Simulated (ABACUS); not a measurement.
A self-consistent single point of MoSeS (P1, 6 atoms in the cell; from Materials Project mp-1221404, changed as shown).

```
CELL_PARAMETERS angstrom
      3.33317     0.00000     0.00000
     -1.66659     2.88661     0.00000
      0.00000     0.00000    13.95498
ATOMIC_POSITIONS crystal
  Mo 0.95500 0.00000 0.25915
  Mo 0.00000 0.00000 0.74085
  Se 0.66667 0.33333 0.86489
  Se 0.33333 0.66667 0.13511
  S  0.33333 0.66667 0.37059
  S  0.66667 0.33333 0.62941
```

Method: LDA (PW92), PseudoDojo 0.4 standard norm-conserving LDA (tails mended) pseudopotentials (plane waves; ABACUS 3.10.1).

ABACUS settings:

* **KPT**: Gamma 8 8 1 0 0 0
* **basis_type**: pw
* **dft_functional**: PWLDA
* **ecutwfc**: 86 Ry
* **smearing_method**: gaussian
* **smearing_sigma**: 0.00367493 Ry
* **potentials**: PseudoDojo 0.4 standard norm-conserving LDA (tails mended)
* **symmetry**: 1
* **symmetry_prec**: 1e-05
* **ks_solver**: dav_subspace
* **scf_nmax**: 100
* **scf_thr**: 1.0e-09 Ry
* **mixing_type**: broyden
* **mixing_beta**: 0.4

Results:

* **Number of valence electrons**: 72
* **Number of bands**: 46
* **Number of k-points after the program's reduction**: 34
* **Number of plane waves (most at a k-point)**: 12257
* **Number of SCF iterations**: 12
* **FFT grid**: 40 × 40 × 160
* **Free energy E − TS**: -11030.7749 eV
* **Pressure**: -11.87 GPa
* **Largest force (vector length)**: 2.134 eV/Å

Forces (eV/Å):
```csv
atom,Fx,Fy,Fz
Mo1,2.134,0.047,0.011
Mo2,-0.002,0.000,-0.003
Se3,0.001,0.000,-1.347
Se4,-1.016,-0.017,1.157
S5,-1.117,-0.030,-1.162
S6,0.001,0.000,1.345
```

Stress (GPa, positive for compression):
```
-12.33    0.55    0.03
  0.55  -12.29   -0.02
  0.03   -0.02  -11.00
```

For comparison: a first run was changed to give this one (atom 1 moved by -0.15 angstrom along x), and from it to this one the free energy rises by 26.9 meV/atom, the pressure goes from -12.35 to -11.87 GPa and the largest force goes from 1.348 to 2.134 eV/Å.

Forces above 1 eV/Å remain at this geometry. The structure comes from a collection of computed structures, made at another level of theory; the collection holds predicted forms beside known ones. Its lattice was then scaled.

Cost on one core: about 7 core-minutes (a rough figure).

“Tails mended”: in these copies of the files the far tail of each local potential was reset to the Coulomb form.
